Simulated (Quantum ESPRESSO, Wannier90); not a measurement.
**TlBr (CsCl type), plane waves to Wannier functions**

```xyz
2
Lattice="3.9999 0.0000 0.0000 0.0000 3.9999 0.0000 0.0000 0.0000 3.9999" Properties=species:S:1:pos:R:3 pbc="T T T"
Tl     0.0000     0.0000     0.0000
Br     2.0000     2.0000     2.0000
```

Cell from Materials Project (mp-22875), symmetrised, no further relaxation. COD (Crystallography Open Database) has an entry of this formula and space group (matched by these alone). Computed values, not measurements, from PBE: Quantum ESPRESSO (norm-conserving PseudoDojo potentials, cutoff 49 Ry, no spin polarisation, no spin-orbit coupling) on a Γ-centred 8×8×8 mesh, then Wannier90. Density: 8×8×8 mesh, cold smearing 0.01 Ry. Spin-orbit coupling is left out although heavy elements are present.

The plane-wave run has 20 bands and 20 electrons a cell. On the energy scale of pw.x, whose zero is arbitrary, the valence-band maximum lies at 5.12 eV.

Isolated groups of bands, relative to the valence-band maximum (bands from 11 on overlap up to the last one computed):

| bands | from (eV) | to (eV) | filling | weight on atomic waves |
|---|---|---|---|---|
| 1 | -13.65 | -13.13 | filled | Br 4s 90 %, Tl 6p 8 % |
| 2–6 | -10.07 | -9.85 | filled | Tl 5d 100 % |
| 7–10 | -5.44 | 0.00 | filled | Br 4p 66 %, Tl 6s 23 %, Tl 6p 9 % |

Input w.win, without the blocks of cell, atoms and k-points (512 lines):

```
num_bands = 15
num_wann = 8
exclude_bands = 2-6
num_iter = 800
conv_tol = 1.0e-6
conv_window = 4
dis_num_iter = 1000
dis_conv_tol = 1.0e-6
dis_froz_max = 12.52
write_hr = true
write_u_matrices = true
begin projections
Tl: s;p
Br: s;p
end projections
mp_grid = 8 8 8
```

wannier90.x stops with:
```
dis_windows: More states in the frozen window than target WFs
```
At some k-point more bands lie below dis_froz_max than there are Wannier functions, and every frozen state has to fit into the subspace. Mended as below, all else unchanged, the run goes through (Ω_I = 11.6 Å²) and follows the plane-wave bands to 3.4 meV rms (states up to 2.9 eV relative to the valence-band maximum).
```
dis_froz_max = 8.52
```
